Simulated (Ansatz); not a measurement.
All numbers below come from Ansatz 0.2.0, DFT PBE, scalar-relativistic, plane waves, PAW, and for the lanthanide a 4f-in-core norm-conserving potential. Settings: cutoff 660 eV, Γ-centred meshes spaced at most about 0.3 Å⁻¹, and about 0.25 Å⁻¹ or finer for metals (2π included), Gaussian smearing. No spin polarisation in the final relaxations.

Temperature and zero-point effects are left out.

Compare these two cells of Pr2SbSe2, each relaxed at this level.

A.

```
Pr Sb Se
1.0
    -2.83449    2.83449    4.62791
     2.83449   -2.83449    4.62791
     2.83449    2.83449   -4.62791
Pr Sb Se
2 1 2
Direct
  0.75000 0.25000 0.50000
  0.25000 0.75000 0.50000
  0.00000 0.00000 0.00000
  0.66365 0.66365 0.00000
  0.33635 0.33635 0.00000
```

B.

```
Pr Sb Se
1.0
     4.81337    0.00000    0.00000
    -2.40669    4.16850    0.00000
     0.00000    0.00000    7.91591
Pr Sb Se
2 1 2
Cartesian
  0.0000 2.7790 1.9481
  2.4067 1.3895 5.9678
  0.0000 0.0000 0.0000
  2.4067 1.3895 2.8741
  0.0000 2.7790 5.0418
```

Problem. Which form is favoured at zero pressure, and by what margin per atom?

Solution. B is lower, by 84 meV/atom. A has space group I4/mmm (No. 139), 29.7 Å³/atom and no gap on its mesh; B has space group P-3m1 (No. 164), 31.8 Å³/atom and no gap. Counting Sb or Se atoms around Pr (for each partner element, those within 1.25 times its shortest distance or 1.15 times the sum of covalent radii, where it is the nearest in units of that sum or under 1.3; a plus sign parts groups by distance over the sum of covalent radii), A has Pr 4+4 and B has Pr 7. The lower one is the more open, so pressure narrows the difference. In A, Pr has 4 Se at 2.95 Å and 4 Sb at 3.66 Å; Sb is surrounded by 2 Se at 3.11 Å and 8 Pr at 3.66 Å; Se is surrounded by 4 Pr at 2.95 Å, 1 Se at 3.03 Å and 1 Sb at 3.11 Å. In B, Pr has 4 Se at 2.93–3.09 Å and 3 Sb at 3.39 Å; around Sb lie 6 Pr at 3.39 Å and 6 Se at 4.00 Å; Se has 4 Pr at 2.93–3.09 Å, 3 Se at 3.52 Å and 3 Sb at 4.00 Å. Both come from invented guesses.

These runs have no spin–orbit coupling, which can matter for Sb. In I4/mmm, P-3m1 an odd number of valence electrons (the lanthanide is held trivalent, its 4f shell in the core) allows no gap without spin; another valence of the lanthanide, a larger cell or a magnetic state could open one. Cells relaxed within their symmetry can be saddle points.

The lanthanide is trivalent by construction, without f bands, f moments or other valences.
